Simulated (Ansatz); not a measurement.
W3N4:
```yaml
crystal:
  lattice:
    - [4.21530, 0.00000, 0.00000]
    - [0.00000, 4.21530, 0.00000]
    - [0.00000, 0.00000, 4.21530]
  atoms:
    - { symbol: N, position: [0.50000, 0.50000, 0.50000] }
    - { symbol: N, position: [0.50000, 0.00000, 0.00000] }
    - { symbol: N, position: [0.00000, 0.50000, 0.00000] }
    - { symbol: N, position: [0.00000, 0.00000, 0.50000] }
    - { symbol: W, position: [0.50000, 0.50000, 0.00000] }
    - { symbol: W, position: [0.00000, 0.50000, 0.50000] }
    - { symbol: W, position: [0.50000, 0.00000, 0.50000] }
```

Relaxed with PBE. Special points in fractions of this cell's reciprocal vectors: Γ (0.000, 0.000, 0.000); X (0.000, 0.500, 0.000); M (0.500, 0.500, 0.000); R (0.500, 0.500, 0.500).

Q: List the band energies nearest the Fermi level at these points for DFT-PBE in the program Ansatz with PAW potentials.

A: In eV from the Fermi level; about four levels below and three above (degenerate sets whole), none deeper than 8.9 eV; points with the same levels are listed once.

```
k                          below                above
-  -----------------------------  -------------------
Γ  -0.78 -0.78 -0.78 -0.27 -0.27  1.39 2.62 2.62 2.62
X        -3.53 -3.53 -3.21 -1.57       0.00 0.00 0.01
M        -5.44 -5.44 -1.42 -0.51  0.34 0.37 0.53 0.53
R  -7.49 -7.49 -7.49 -2.73 -2.73       1.08 1.08 1.08
```

Space group Pm-3m. The workflow started from an entry of the Crystallography Open Database (COD). Whether it is the stable phase at ambient conditions was not checked. The PBE relaxation kept the symmetry of its start; its stability against distortions is not shown here. The run is not spin-polarised. Scalar-relativistic: spin–orbit coupling is off unless named, which matters more the heavier the elements.

Potentials: the later of the program's two PAW sets.
